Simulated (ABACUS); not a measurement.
Set-up for a self-consistent single point of CoSi₂ (C2/m, 3 atoms in the cell; from Materials Project mp-2379, changed as shown).

```xyz
3
Lattice="0.0000 2.6299 2.6299 2.6564 0.0000 2.6564 2.6564 2.6564 0.0000" Properties=species:S:1:pos:R:3 pbc="T T T"
Co     0.0000     0.0000     0.0000
Si     3.9846     3.9647     3.9647
Si     1.3282     1.3216     1.3216
```

Method: PBEsol, PseudoDojo 0.4 standard norm-conserving PBEsol (tails mended) pseudopotentials (plane waves; ABACUS).

ABACUS settings:

| setting | value |
|---|---|
| KPT | Gamma 8 8 8 0 0 0 |
| basis_type | pw |
| dft_functional | PBESOL |
| ecutwfc | 96 Ry |
| smearing_method | mv |
| smearing_sigma | 0.00734986 Ry |
| potentials | PseudoDojo 0.4 standard norm-conserving PBEsol (tails mended) |
| symmetry | 1 |
| symmetry_prec | 1e-05 |
| ks_solver | dav_subspace |
| scf_nmax | 100 |
| scf_thr | 1.0e-09 Ry |
| mixing_type | broyden |

Results:

* **Number of valence electrons**: 25
* **Number of bands**: 23
* **Number of k-points after the program's reduction**: 150
* **Number of plane waves (most at a k-point)**: 3999
* **Number of SCF iterations**: 8
* **FFT grid**: 45 × 45 × 45
* **Free energy E − TS**: -4390.7048 eV
* **Fermi level (on the code's own zero)**: 13.46 eV
* **Pressure**: 1.83 GPa
* **Largest force (vector length)**: 0.122 eV/Å

Forces (eV/Å):
| atom | Fx | Fy | Fz |
|---|---|---|---|
| Co1 | 0.000 | 0.000 | 0.000 |
| Si2 | -0.099 | 0.050 | 0.050 |
| Si3 | 0.099 | -0.050 | -0.050 |

Stress (GPa, positive for compression):
```
 1.48  -0.84  -0.84
-0.84   2.01   1.63
-0.84   1.63   2.01
```

For comparison: a first run was changed to give this one (lattice vector a scaled by 0.99), and from it to this one the free energy goes up by 1.7 meV/atom, the pressure goes from -0.19 to 1.83 GPa and the largest force goes from 0.000 to 0.122 eV/Å.

The run has no spin polarisation, so moments on Co cannot form. The structure comes from a collection of computed structures, made at another level of theory; the collection holds predicted forms beside known ones. No clean gap shows at this smearing width and mesh (spacing up to 0.26 Å⁻¹); the mesh is coarse for partly filled bands, so the values carry mesh errors.

Cost on one core: very roughly 2.3 core-minutes.

“Tails mended”: in these copies of the files the far tail of each local potential was reset to the Coulomb form.
